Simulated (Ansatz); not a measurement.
Ca:
```
Ca
1.0
    0.00000     2.77293     2.77293
    2.77293     0.00000     2.77293
    2.77293     2.77293     0.00000
Ca
1
Direct
  0.00000   0.00000   0.00000
```

Relaxed with r²SCAN+D4. Special points in fractions of this cell's reciprocal vectors: Γ (0.000, 0.000, 0.000); X (0.500, 0.000, 0.500); U (0.625, 0.250, 0.625); K (0.375, 0.375, 0.750); L (0.500, 0.500, 0.500); W (0.500, 0.250, 0.750).

List the band energies nearest the Fermi level at these points for r²SCAN+D4 (plane waves, PAW; program Ansatz).

In eV from the Fermi level; about four levels below and three above (degenerate sets whole), none deeper than 8.9 eV; points with the same levels are listed once.

```tsv
k	below	above
Γ	-4.27	2.69 2.69 2.69
X	-0.39	0.77 0.92 4.50
U	–	0.07 0.56 0.85
L	-0.94 -0.29	2.55 2.55 4.51 4.51
W	–	0.26 0.78 0.78
```

Space group Fm-3m (fcc (Cu type)). The cell was relaxed with r²SCAN+D4 under the symmetry of its start. The pairwise dispersion correction was not fitted to metals.

Potentials: the earlier of the program's two PAW sets.
